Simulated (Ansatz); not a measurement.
# Two states of Yb$_{2}$TiH$_{6}$

```
Yb Ti H
1.0
     5.12724    0.00000    0.00000
    -2.56362    4.44032    0.00000
     0.00000    0.00000    3.81816
Yb Ti H
2 1 6
Cartesian
  -0.0003 2.9604 1.0084
  2.5639 1.4800 2.8098
  0.0000 0.0000 0.0000
  3.7590 0.7899 0.9278
  2.5636 2.8605 0.9278
  1.3682 0.7899 0.9278
  -1.1954 3.6504 2.8903
  1.1954 3.6504 2.8903
  0.0000 1.5799 2.8903
```

The numbers come from plane-wave PAW DFT (Ansatz): PBE, 420 eV, 4×4×5 Γ-centred k points, fermi-dirac occupations (width 0.1 eV). Nothing was relaxed.

State A: no moments (no spin polarisation). State B: Ti3 up (collinear spin).

Task: Compare the two self-consistent states.

Result: State B is lower by 14.0 meV an atom at zero smearing; in free energy at this smearing B lies -10.9 meV an atom from A.

```csv
state,free energy (meV/atom),largest moment in a small sphere (μB),net moment (μB/cell),gap on mesh (eV),pressure (GPa),largest force (eV/Å)
A,10.9,0.00,0.00,metal,2.7,0.51
B,0.0,0.74,1.86,metal,3.6,0.56
```

Origin: a known structure type with other elements, at an estimated volume, so it need not be a known compound. Caveats: the k mesh is coarse if the cell is a metal; f shells without a U or exact exchange are poorly placed.
